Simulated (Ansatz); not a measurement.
## What DFT gives for K2OsCl4F2

```
K Os F Cl
1.0
    -3.56609    3.56609    4.46437
     3.56609   -3.56609    4.46437
     3.56609    3.56609   -4.46437
K Os F Cl
2 1 2 4
Direct
  0.75000 0.25000 0.50000
  0.25000 0.75000 0.50000
  0.00000 0.00000 0.00000
  0.19990 0.19990 0.00000
  0.80010 0.80010 0.00000
  0.24060 0.24060 0.48120
  0.24060 0.75940 0.00000
  0.75940 0.75940 0.51880
  0.75940 0.24060 0.00000
```

Method: r2SCAN, no spin polarisation; PAW, plane waves to 500 eV, 5×5×5 Γ-centred mesh, cold occupations (width 0.0179 eV) (Ansatz 0.2.0), atoms fixed.

How is the charge shared?

Bader charges in e: K +0.89, Os +1.82, Cl -0.59, F -0.62. In the mean Os gives up most and F takes most.

What does the stress say?

The pressure is 1.1 GPa (compression positive), so with the atoms held at these fractions the cell would first expand; the forces are large, so a full relaxation may end otherwise. The principal stresses -3.0, -3.0, 9.2 GPa differ, so its shape would change too.

Where is the largest force?

The largest is on F5 (and as large on other atoms): 4.16 eV/Å, components (0.00, 0.00, -4.16). It makes 180° with the line to a nearest neighbour, Os3 at 1.78 Å, pointing away from it.

Is it stable against the elements?

-1.62 eV an atom against the elements' usual phases (free molecules for gases, crystals otherwise, with no correction for O₂ or N₂), so it is bound against them; other compounds may still compete. Relaxing would lower it.

Is there a gap?

It is a metal, with about 8 states/eV a cell as the mean within 0.25 eV of the Fermi level, mostly Os d (69 %) and F p (22 %).

Origin: a known structure type with other elements, at an estimated volume, so it need not be a known compound. Caveats: many states at the Fermi level without spin polarisation, so a magnetic state may lie lower; the Fermi level lies in a narrow band between gaps, which spin or distortion may split; correlation that this level lacks may open a gap in such a compound; atoms or cell far from equilibrium.
